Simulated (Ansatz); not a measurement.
LaRu₂: settings compared (Ansatz)

The input file (Ansatz 0.2.0, plane waves):

```yaml
crystal:
  lattice:
    - [0.0, 3.89551288, 3.89551288]
    - [3.89551288, 0.0, 3.89551288]
    - [3.89551288, 3.89551288, 0.0]
  atoms:
    - { symbol: Ru, position: [0.625, 0.625, 0.625] }
    - { symbol: Ru, position: [0.125, 0.625, 0.625] }
    - { symbol: Ru, position: [0.625, 0.625, 0.125] }
    - { symbol: Ru, position: [0.625, 0.125, 0.625] }
    - { symbol: La, position: [0.0, 0.0, 0.0] }
    - { symbol: La, position: [0.25, 0.25, 0.25] }
  symmetry: { tolerance: 0.0003 }
kpoints:
  mp_grid: { grid: [4, 4, 4], shift: [0, 0, 0] }
magnetization:
  spin_polarized: false
scf:
  occupations: { method: gaussian, width: 0.0422 }
hamiltonian:
  pseudopotentials: { kind: paw }
  xc: r2scan
basis:
  ecutwfc: 500
output:
  forces: true
  stress: true
  eigenvalues: true
```

Launch command:

```bash
ansatz run input.yaml --threads 1 --pin off --max-ram 2560MiB --backend cpu --events-out ev --progress --plain --runs-dir out
```

Origin of the cell: a database entry, scaled a little.

Output of this run (shortened):

```
Pseudopotentials: kind: paw
Pseudopotential: Ru, paw, valence charge 16, recommended cutoff 500 eV (meta_gga), Ru.paw.azcp
Pseudopotential: La, paw, valence charge 11, recommended cutoff 500 eV (meta_gga), La.paw.azcp
Functional definition: r2SCAN
  exchange = r2scan_x(k0 = k0, k1 = k1, a1 = a1)
  correlation = r2scan_c
Crystal: 6 atoms, lattice volume = 118.229 Å³
Basis set: ecut = 500 eV, 2975 PW (Γ), exchange–correlation on 180×180×180 points (64 copies of the dense FFT grid, shifted against one another)
Bands: 52, of which v1, the nominal top of the filled ones, is band 43 counted from 1 (42 counted from 0)
Symmetry: 48 space group operations
Space group: Fd-3m (ITA 227), of the structure as read, at distance tolerance 1.5e-3 Å
[… 7 lines left out …]
Initial density: superposition of atomic densities (neutral atoms: chi_scale 0, normalization atom), corrected by the library's trained network
Functional: x = r2scan, c = r2scan; τ floored in thin density (d = 2e-4 eV/Å³)
SCF iter   1: F=—  HF=-36092.424021 eV  Δρ=2.06e-2  dr2=6.61e-1  dr2_τ=5.40e-2  defer=2
SCF iter   2: F=—  HF=-36092.547211 eV  Δρ=7.91e-3  dr2=5.30e-2  dr2_τ=1.54e-2  defer=22
SCF iter   3: F=—  HF=-36092.550284 eV  Δρ=3.58e-3  dr2=1.31e-2  dr2_τ=4.27e-4  defer=14
SCF iter   4: F=—  HF=-36092.550560 eV  Δρ=8.17e-4  dr2=6.20e-4  dr2_τ=6.54e-5  defer=14
SCF iter   5: F=—  HF=-36092.550751 eV  Δρ=3.84e-4  dr2=3.56e-4  dr2_τ=1.65e-5  defer=14
SCF iter   6: F=—  HF=-36092.550737 eV  Δρ=6.18e-5  dr2=4.92e-6  dr2_τ=6.23e-7  defer=14
SCF iter   7: F=—  HF=-36092.550900 eV  Δρ=2.58e-5  dr2=1.20e-6  dr2_τ=8.74e-8  defer=14
SCF iter   8: F=—  HF=-36092.550900 eV  Δρ=1.01e-5  dr2=2.18e-7  dr2_τ=2.39e-9  defer=14
SCF iter   9: F=-36092.550900 eV  HF=-36092.550900 eV  Δρ=2.15e-6  dr2=1.17e-8  dr2_τ=1.23e-10
SCF 1 converged in 9 iterations: F = -36092.550900 eV  dr2 = 1.17e-8
SCF converged after 9 iterations
Free energy (F): -36092.550900 eV
Harris-Foulkes:  -36092.550900 eV  (|F-HF|=9.13e-9)
Internal energy: -36092.535756 eV  (E = F + TS)
E sigma→0 (E₀):  -36092.543328 eV
Entropy (-TS):   -0.015144 eV (-2.524 meV/atom)
Fermi energy:    17.266655 eV
--- Per-component energies (eV) ---
  E_band       = -559.987632
  E_kinetic    = 2445.468293
  E_local      = -7652.786515  (includes V_loc(G=0)·N_el)
  E_nonlocal   = 1567.385302
  E_hartree    = 2709.862865
  E_xc         = -999.301563
  E_vxc        = -1386.103510  (∫ρ·V_xc dr)
  E_paw        = -24795.020986  (= ΣΔE_a)
  E_vpaw       = -1045.743040  (= ΣTr[D̂ρ^β])
  E_aug_tail   = 0.000357  (compensation charges beyond the density's cutoff)
  E_vtau       = 92.056218  (kinetic-family band-sum trace: ∫τ·v_τ [+ j·A + Jᵃ·Aᵃ] dr)
  E_ewald      = -9367.036712
  E_core_change = -1.106798  (= ΣΔE_core)
  E_smearing   = -0.015144  (= −TS)
  Σ components = -36092.550900   (vs F -36092.550900, Δ=0.00e0)
--- Forces (eV/Å), atoms counted from 1 ---
  atom   1  Ru     0.000000    -0.000000    -0.000000
  atom   2  Ru     0.000000    -0.000000    -0.000000
  atom   3  Ru     0.000000    -0.000000     0.000000
  atom   4  Ru     0.000000    -0.000000    -0.000000
  atom   5  La    -0.000000    -0.000000     0.000000
  atom   6  La    -0.000000    -0.000000    -0.000000
  max |Σ_I F_I| component: 4.05e-18 eV/Å
--- Stress (GPa, compression-positive) ---
       -6.380620       0.000000      -0.000000
        0.000000      -6.380620       0.000000
        0.000000       0.000000      -6.380620
  P = ⅓ Tr σ = -6.3806 GPa (-63.806 kbar)
```

The same input was run again with these changes:

1. `basis.xc_grid` default → 2; `scf.eigensolver.kind` default → davidson; `scf.initial_density.chi_scale` default → 0.0
2. `scf.occupations.width` 0.0422 → default; `scf.occupations.method` gaussian → tetrahedron
3. `scf.convergence.dr2_threshold` default → 1.0e-05
4. `crystal.symmetry` { tolerance: 0.0003 } → { detect: false }; `accuracy` default → low

| run | end | SCF iterations | P (GPa) | max force component (eV/Å) | moment (μB) | ΔE(σ→0) (meV/atom) |
| --- | --- | --- | --- | --- | --- | --- |
| base | converged | 9 | -6.38 | 0.000 | – | 0 |
| 1 | converged | 14 | -6.38 | 0.000 | – | 0.00 |
| 2 | converged | 8 | -6.20 | 0.000 | – | -4.78 |
| 3 | converged | 6 | -6.38 | 0.000 | – | 0.00 |
| 4 | converged | 10 | -6.38 | 0.000 | – | 0.00 |

Energies are compared only where functional, datasets, charge and starting cell are the same.

Caveats of the base run: no moments, though an odd count or open d shells may carry them; no spin-orbit coupling, though heavy elements are present; the k mesh is coarse if the cell is a metal.

Run 2: forces and stress under tetrahedra may miss the slope of the energy.
Run 3: the SCF threshold is loose for forces.

The base run took 9.6 s on 1 thread of Intel(R) Xeon(R) Platinum 8259CL CPU @ 2.50GHz (Skylake/Cascade Lake) (shared host), peak memory 1.1 GiB, from the program's own first density.
